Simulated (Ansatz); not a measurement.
# Zr2OsO6: from a guess to a relaxed structure

Method: DFT PBE, scalar-relativistic, plane waves, PAW in Ansatz 0.2.0. Cutoff 420 eV, Gaussian smearing, Γ-centred meshes. Cell and atoms relax first on a coarse mesh and then on a finer one. In between, the cell is made exact in the group found at 0.06 Å. In metals the finer mesh still leaves noise of several meV/atom or more. The steps can't lower the symmetry of their start. Collinear spin, starting moments Os 1.0 μB; they died out on the coarse mesh, so the last step has no spin.

A trial structure of Zr2OsO6 was built thus: ordered vacancies on the cation sites of perovskite (Fm-3m, No. 225) (occupants of the shared sites, in ratio, Os: 1, vacant: 1). The dimensions are guesses.

Space group Fm-3m (No. 225). a = 7.665 Å, b = 7.665 Å, c = 7.665 Å, α = 90.00°, β = 90.00°, γ = 90.00°
| atom | site | symmetry | x | y | z |
| --- | --- | --- | --- | --- | --- |
| Zr | 8c | -43m | 0.2500 | 0.7500 | 0.7500 |
| Os | 4a | m-3m | 0.0000 | 0.0000 | 0.0000 |
| O | 24e | 4m.m | 0.2500 | 0.0000 | 0.0000 |

Formation energies are uncorrected and refer to the elements' standard structures at the same level (O₂ as a molecule).

Q: What does it relax into?

A: The symmetry stays Fm-3m (No. 225). The volume per atom shrinks by 13.4 %, from 12.5 to 10.8 Å³. The shortest distance goes from 1.92 Å (Os–O) to 1.90 Å (Os–O). The energy falls by about 0.11 eV/atom (the start's value is from the coarse mesh). Conventional cell: a = 7.305 Å. Zr is surrounded by 12 O at 2.58 Å and 4 Os at 3.16 Å; Os is surrounded by 6 O at 1.90 Å and 8 Zr at 3.16 Å; O is surrounded by 1 Os at 1.90 Å, 4 O at 2.48 Å and 4 Zr at 2.58 Å.

```cif
data_structure
_symmetry_space_group_name_H-M 'P 1'
_symmetry_Int_Tables_number 1
_cell_length_a 5.1653
_cell_length_b 5.1653
_cell_length_c 5.1653
_cell_angle_alpha 60.000
_cell_angle_beta 60.000
_cell_angle_gamma 60.000
_cell_volume 97.45
loop_
_atom_site_label
_atom_site_type_symbol
_atom_site_fract_x
_atom_site_fract_y
_atom_site_fract_z
_atom_site_occupancy
Zr1 Zr 0.25000 0.25000 0.25000 1
Zr2 Zr 0.75000 0.75000 0.75000 1
Os1 Os 0.00000 0.00000 0.00000 1
O1 O 0.74045 0.25955 0.25955 1
O2 O 0.25955 0.74045 0.74045 1
O3 O 0.25955 0.74045 0.25955 1
O4 O 0.74045 0.25955 0.74045 1
O5 O 0.25955 0.25955 0.74045 1
O6 O 0.74045 0.74045 0.25955 1
```

Q: How does it come out in energy, and is it a metal?

A:

- Energy over the elements: −1.49 eV/atom
- Gap on the 10×10×10 mesh of the 9-atom cell: 0 eV (a metal)

Whether it is stable depends on the other phases of the system, which aren't compared here.

The last run used Gaussian smearing of 0.10 eV. Spin–orbit coupling, which can matter for Os, is left out. Symmetry constrained the relaxation, so the result can be a saddle point.
